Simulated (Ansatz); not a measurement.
Property card for Sc3Al

Computed with Ansatz, DFT r2SCAN, scalar-relativistic, plane waves, PAW.

Settings: cutoff 500 eV, Γ-centred mesh 10×10×10 on the computed 4-atom cell, Gaussian smearing of 0.10 eV; no spin polarisation.

The structure is relaxed at this level of theory with its symmetry kept. Whether it is the stable form of this composition wasn't checked.

```cif
data_structure
_symmetry_space_group_name_H-M 'Pm-3m'
_symmetry_Int_Tables_number 221
_cell_length_a 4.4269
_cell_length_b 4.4269
_cell_length_c 4.4269
_cell_angle_alpha 90.000
_cell_angle_beta 90.000
_cell_angle_gamma 90.000
_cell_volume 86.76
loop_
_atom_site_label
_atom_site_type_symbol
_atom_site_symmetry_multiplicity
_atom_site_Wyckoff_symbol
_atom_site_fract_x
_atom_site_fract_y
_atom_site_fract_z
_atom_site_occupancy
Sc1 Sc 3 c 0.50000 0.00000 0.50000 1
Al1 Al 1 a 0.00000 0.00000 0.00000 1
```

Q: Density of states at the Fermi level?

A: 4.70 states/eV per cell.

Q: Löwdin character within 0.5 eV of the Fermi level?

A: Sc 3d 86 %, unprojected 5 %.

Q: Bulk modulus?

A: 65 GPa.

Q: Its pressure derivative?

A: 3.8.